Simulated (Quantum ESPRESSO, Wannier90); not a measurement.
**PbSe (Cmcm), plane waves to Wannier functions**

```xyz
4
Lattice="4.3098 0.0000 0.0000 0.0000 0.0000 -4.4505 -2.1549 6.1339 0.0000" Properties=species:S:1:pos:R:3 pbc="T T T"
Pb     2.1549    -1.6164    -1.1126
Pb    -2.1549     1.6164     1.1126
Se     0.0000     1.7017    -1.1126
Se     0.0000    -1.7017     1.1126
```

Cell from Materials Project (mp-1063670), symmetrised, no further relaxation. Not found in the COD (Crystallography Open Database) copy used, which has the formula in other groups; not checked further. Computed values, not measurements, from PBEsol: Quantum ESPRESSO (norm-conserving PseudoDojo potentials, cutoff 69 Ry, no spin polarisation, no spin-orbit coupling) on a Γ-centred 6×6×6 mesh, then Wannier90. Density: 8×8×8 mesh, Gaussian smearing 0.01 Ry. Spin-orbit coupling is left out although heavy elements are present.

Valence charges of the files: Pb 14, Se 16. 46 bands were computed.

Isolated groups of bands, relative to the valence-band maximum (bands from 31 on overlap up to the last one computed):

| bands | from (eV) | to (eV) | filling | weight on atomic waves |
|---|---|---|---|---|
| 1–10 | -46.85 | -46.84 | filled | Se 3d 100 % |
| 11–20 | -16.50 | -16.32 | filled | Pb 5d 99 % |
| 21–22 | -13.09 | -11.60 | filled | Se 4s 79 %, Pb 6p 13 %, Pb 6s 6 % |
| 23–24 | -8.47 | -6.24 | filled | Pb 6s 75 %, Se 4p 16 %, Se 4s 8 % |
| 25–30 | -4.30 | -0.02 | filled | Se 4p 69 %, Pb 6p 24 %, Pb 6s 5 % |

Wanted is a model with the orbitals Pb s p, Se s p, without the filled groups that are mainly made of other shells (semicore states, and anion s where it isn't named); all higher bands stay in for disentanglement.

### Question
Give num_wann, exclude_bands and num_bands, and the number of electrons that the model holds.

### Answer
Electrons: 2×14 + 2×16 = 60, which fill 30 bands.
num_wann = 2×4 + 2×4 = 16.
exclude_bands = 1-20, 20 bands, so num_bands = 46 − 20 = 26.
The model holds 60 − 2×20 = 20 electrons. With the window frozen to 2.29 eV it follows pw.x to 3.4 meV rms (states up to 1.8 eV relative to the valence-band maximum).
